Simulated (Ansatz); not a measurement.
Hf: frozen-core PAW against all-electron methods

```
Hf
1.0
    -1.82305    1.82305    1.80500
     1.82305   -1.82305    1.80500
     1.82305    1.82305   -1.80500
Hf
1
Direct
  0.00000 0.00000 0.00000
```

The cell comes from COD entry 1522789, which wasn't checked; take it as a given geometry. The listed cell was then made from it by scaling, straining or moving an atom.

No spin–orbit coupling, which matters for the heavy atoms here.

Levels of theory: DFT, PBEsol, PAW with Ansatz's default frozen-core files, scalar-relativistic (Ansatz 0.2.0); DFT, PBEsol, all-electron PAW with datasets made for the crystal, scalar-relativistic (Ansatz 0.2.0); DFT, PBEsol, all-electron LAPW, scalar-relativistic (Ansatz 0.2.0).

For PAW: a Γ-centred 14×14×14 k mesh, Fermi–Dirac smearing of 0.05 eV, cutoff 420 eV, no spin polarisation; the PAW files were made with PBE, and the program remakes their frozen cores for this functional. The crystal-made all-electron datasets (AE datasets) take a cutoff of 400 eV at this cell. LAPW targets a basis error of 0.5 meV/atom. The Ansatz runs share mesh, smearing and spin set-up. Plane-wave (PAW) pressures include the program's estimate of the Pulay term.

Stress and pressure are positive in compression.

The change that made this cell: equal xx and yy strain of +1 %.

| quantity | PAW | AE datasets | LAPW |
| --- | --- | --- | --- |
| pressure (GPa) | -10.45 | -10.44 | -10.44 |
| stress xx (GPa) | -10.26 | -10.24 | -10.24 |
| stress zz (GPa) | -10.84 | -10.83 | -10.83 |

PAW's pressure differs from the LAPW value by about 0.01 GPa or less. Datasets made for the crystal and LAPW share parts of one code, so their agreement isn't an independent check.
